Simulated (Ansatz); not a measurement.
A relaxed structure of Hf is spoiled in several ways and relaxed again each time (noise and exchanges are one random draw each; squeezed and stretched starts keep its symmetry, which their runs cannot lower; pressure is positive under compression). These are r2SCAN (plane waves to 500 eV, PAW, scalar-relativistic; Ansatz, a first-principles code) values and carry that method's errors.

```cif
data_Hf2
_chemical_formula_sum 'Hf2'
_space_group_name_H-M_alt 'P63/mmc'
_space_group_IT_number 194
_space_group_name_Hall '-P 6c 2c'
_cell_length_a 3.19791
_cell_length_b 3.19791
_cell_length_c 5.04735
_cell_angle_alpha 90.000
_cell_angle_beta 90.000
_cell_angle_gamma 120.000
loop_
_atom_site_label
_atom_site_type_symbol
_atom_site_symmetry_multiplicity
_atom_site_Wyckoff_symbol
_atom_site_fract_x
_atom_site_fract_y
_atom_site_fract_z
_atom_site_occupancy
Hf1 Hf 2 d 0.66667 0.33333 0.25000 1
```

| change | first pressure (GPa) | largest first force (eV/Å) | released (eV/atom) | moves | outcome | final group | E − E(parent) (eV/atom) |
|---|---|---|---|---|---|---|---|
| stretched uniformly to 115 % of its volume | -12.2 | 0.00 | 0.14 | 7 | returns to the parent | P6₃/mmc | 0.00 |
| with every coordinate shifted by Gaussian noise of σ = 0.3 Å | – | – | 1.2 | 9 | returns to the parent | P6₃/mmc | 0.00 |
| deformed by the Cartesian strain tensor (xx, yy, zz, yz, xz, xy) = (0.054, -0.006, 0.066, 0.117, 0.044, 0.043) | -8.3 | 0.55 | 0.29 | 10 | returns to the parent | P6₃/mmc | 0.00 |

First-step values come from each run's starting, coarser k-mesh (11×11×6, 12×12×7, 11×12×6). Each cell has its own k-point mesh; energy differences are given only to the digits this allows. No spin polarisation in the result.
